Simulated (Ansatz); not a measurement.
A geometry of Pd away from equilibrium: step 15 of the relaxation of a randomly generated symmetric cell of Pd (space group No. 65). Method: PBEsol (plane waves to 420 eV, PAW, scalar-relativistic; Ansatz, an electronic-structure program). Γ-centred k-mesh 17×17×8 on the run's cell (coarser than for final values), Fermi–Dirac smearing 0.05 eV.

```yaml
crystal:
  lattice:
    - [1.31977, -2.21391, 0.00000]
    - [1.31977, 2.21391, 0.00000]
    - [0.00000, 0.00000, 2.60997]
  atoms:
    - { symbol: Pd, position: [0.50000, 0.50000, 0.50000] }
```

Problem. Which atoms carry the largest force, and which way does it point?

Solution. No atom: all forces are below 0.005 eV/Å; only the cell is out of equilibrium.

Problem. What is the pressure?

Solution. +7.3 GPa, compression positive.

No spin polarisation in the result.

The run could not lower the symmetry of its start; a shaken copy of this end point relaxes with PBEsol to P6₃/mmc (No. 194), 0.26 eV/atom lower.

The end of the path is a generated cell of Pd: the first start was made by a random draw of sites in a space group, and the end was not matched to a known phase here, so it may be hypothetical. Known forms of Pd include space group No. 225.
